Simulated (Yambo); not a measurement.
# Excitons in Sr2RuH6

```
CELL_PARAMETERS angstrom
      0.00000     3.79987     3.79987
      3.79987     0.00000     3.79987
      3.79987     3.79987     0.00000
ATOMIC_POSITIONS crystal
  H  0.77408 0.77408 0.22592
  H  0.22592 0.22592 0.77408
  H  0.22592 0.77408 0.77408
  H  0.77408 0.22592 0.22592
  H  0.77408 0.22592 0.77408
  H  0.22592 0.77408 0.22592
  Sr 0.75000 0.75000 0.75000
  Sr 0.25000 0.25000 0.25000
  Ru 0.00000 0.00000 0.00000
```

The geometry is that of Materials Project entry mp-24292, symmetrised and not relaxed again.

BSE in Yambo on norm-conserving PBEsol (Quantum ESPRESSO, 84 Ry, without SOC) bands: 6×6×6 mesh, 8 valence and 6 conduction bands, static screening with 61 bands and a 3 Ry block, scissor 1.30 eV, Tamm-Dancoff; field along x.

```json
[
 {"state": "1", "energy (eV)": "2.66", "states within 2 meV": "3", "relative strength": "0.02", "class": "dark", "main transitions": "several band pairs"},
 {"state": "2", "energy (eV)": "3.00", "states within 2 meV": "3", "relative strength": "< 0.01", "class": "dark", "main transitions": "several band pairs"},
 {"state": "3", "energy (eV)": "3.21", "states within 2 meV": "3", "relative strength": "< 0.01", "class": "dark", "main transitions": "several band pairs"},
 {"state": "4", "energy (eV)": "3.22", "states within 2 meV": "3", "relative strength": "< 0.01", "class": "dark", "main transitions": "several band pairs"},
 {"state": "5", "energy (eV)": "3.29", "states within 2 meV": "2", "relative strength": "< 0.01", "class": "dark", "main transitions": "VB → CB (72 %)"},
 {"state": "6", "energy (eV)": "3.31", "states within 2 meV": "1", "relative strength": "< 0.01", "class": "dark", "main transitions": "VB → CB (92 %)"},
 {"state": "7", "energy (eV)": "3.34", "states within 2 meV": "3", "relative strength": "< 0.01", "class": "dark", "main transitions": "VB−1 → CB (74 %)"},
 {"state": "8", "energy (eV)": "3.36", "states within 2 meV": "3", "relative strength": "1.00", "class": "weak", "main transitions": "several band pairs"}
]
```

These are vertical excitations (zero momentum). The direct quasiparticle gap on this mesh is 3.47 eV; counted from there, state 1 is bound by 0.81 eV. On a 4×4×4 mesh the same difference is 0.81 eV.

Spin singlets only. Strengths are relative to the strongest of the lowest states of this run; strong means a line over 3 % of the spectrum's maximum, dark under 0.03 %. Absolute energies carry the error of the G0W0 scissor, whose convergence isn't established.

Spin-orbit splittings are left out.
